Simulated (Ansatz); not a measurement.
**WO3, first-principles data**

WO3:
```
WO3
1.0
    3.79963     0.00000     0.00000
    0.00000     3.79963     0.00000
    0.00000     0.00000     3.79963
W O
1 3
Direct
  0.00000   0.00000   0.00000
  0.00000   0.00000   0.50000
  0.50000   0.00000   0.00000
  0.00000   0.50000   0.00000
```

Space group Pm-3m (No. 221), ReO3 type; conventional cell a = b = c = 3.800 Å, α = β = γ = 90.00°.

Method: the program Ansatz at the PBEsol level (PAW). The cell and atoms are relaxed at this level. Other levels are named where they apply.

**Cell and energy**

```
Property                                                              Value
-----------------------------------------------------  --------------------
Volume per atom                                                    13.71 Å³
Density                                                          7.02 g/cm³
Formation energy from the elements (no fitted shifts)  -205 kJ/mol of atoms
```

**Electronic structure**

```
Quantity                                                                                                                      Result
-------------------------------------------------------------------------  ---------------------------------------------------------
Band gap                                                                                                          0.59 eV (indirect)
Valence-band maximum                                                                                                            at R
Conduction-band minimum                                                                                                         at Γ
Smallest direct gap on the standard path                                                                                     1.63 eV
Electron effective mass, band 1 of 3 at the edge                             19 along [100], 0.35 along [110], 0.26 along [111] (mₑ)
Electron effective mass, band 2 of 3 at the edge                           0.16 along [100], 0.27 along [110], 0.22 along [111] (mₑ)
Electron effective mass, band 3 of 3 at the edge                           0.16 along [100], 0.16 along [110], 0.22 along [111] (mₑ)
Electron effective mass with spin–orbit coupling, band 1 of 2 at the edge  0.42 along [100], 0.29 along [110], 0.23 along [111] (mₑ)
Electron effective mass with spin–orbit coupling, band 2 of 2 at the edge  0.14 along [100], 0.17 along [110], 0.19 along [111] (mₑ)
HSE06 gap on the PBEsol cell                                                                                                 1.72 eV
Gap with spin–orbit coupling                                                                                                 0.40 eV
```

**Mechanics**

```
Quantity                                                                       Value
--------------------------------------------  --------------------------------------
Bulk modulus (Birch–Murnaghan fit)                                           247 GPa
Pressure derivative B′                                                           4.5
Elastic constants (relaxed ions, GPa)              C11 = 650, C12 = 46.2, C44 = 69.9
Mechanical stability                          stable (all eigenvalues of C positive)
Hill bulk and shear moduli                                           248 and 132 GPa
Young's modulus                                                              336 GPa
Poisson's ratio                                                                 0.27
Debye temperature from the elastic constants                                   600 K
```

**Dielectric response**

```
Property                                               Result
----------------------------------------  -------------------
Electronic dielectric constant ε∞ (DFPT)                 9.20
Born charges (a third of the trace)       W +13.22, O -4.41 e
```

**Phonons**

```
Quantity                                                                       Value
--------------------------------------------------  --------------------------------
Highest zone-centre frequency (without LO–TO term)                          570 cm⁻¹
Zone-centre stability                               unstable, softest mode 289i cm⁻¹
Dynamical stability on the path                          unstable, down to 305i cm⁻¹
```

The workflow started from a Materials Project entry (that database holds measured and hypothetical structures alike); the Crystallography Open Database copy checked does not list it. COD files the formula under space group No. 2, 14, 62, 129, 130, 191. Whether it is the stable phase at ambient conditions was not checked. The cell was relaxed with PBEsol under the symmetry of its start. No spin polarisation was allowed. No Hubbard U is applied. The references are the lowest solids computed at this level, not always the standard phases (solids in place of the gases). Spin–orbit coupling is left out wherever it is not named.

Potentials: the earlier of the program's two PAW sets. The files were generated under PBE; for other functionals the program regenerates the frozen cores, and for LDA and PBEsol the local potential too.
